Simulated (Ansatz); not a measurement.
# Collinear states of Zr₃Mn

All numbers below come from Ansatz, DFT PBE, scalar-relativistic, plane waves, PAW.

```
CELL_PARAMETERS angstrom
4.37322 0.00000 0.00000
0.00000 4.37322 0.00000
0.00000 0.00000 4.37322
ATOMIC_POSITIONS crystal
Zr 0.00000 0.50000 0.50000
Zr 0.50000 0.00000 0.50000
Zr 0.50000 0.50000 0.00000
Mn 0.00000 0.00000 0.00000
```

The plane-wave cutoff is 420 eV and the Γ-centred k-mesh is 10×10×10. The occupation rule is Gaussian smearing, 0.1 eV and the list of starting moments (μB, in atom order) is 0 0 0 4. The check for lower electronic states after the SCF is off.

Each order was relaxed in cell and atoms. A propagation vector, in units of the reciprocal vectors, doubles the cell, which takes an equally dense mesh. Site moments are spin moments in atom-centred spheres that scale with the neighbour distance. The states are those that the runs reached from these starts; a lower one can exist.

```
                                                          start ends energy above lowest (meV/atom) site moments (μB) gap on mesh (eV) volume (Å³/atom)
                                                        no spin non-magnetic                             180                          none over 0.05             metal             19.77
                                                  ferromagnetic ferromagnetic                            19.0                                Mn +3.60             metal             20.85
antiferromagnetic, doubled cell, propagation vector (0, 0, 1/2) antiferromagnetic                            0.00  Zr -0.20, Mn +3.56, Zr +0.20, Mn -3.56             metal             20.86
```

Cost: 3 runs of about 5 core-minutes in all, on Arm Neoverse V2 (shared hosts).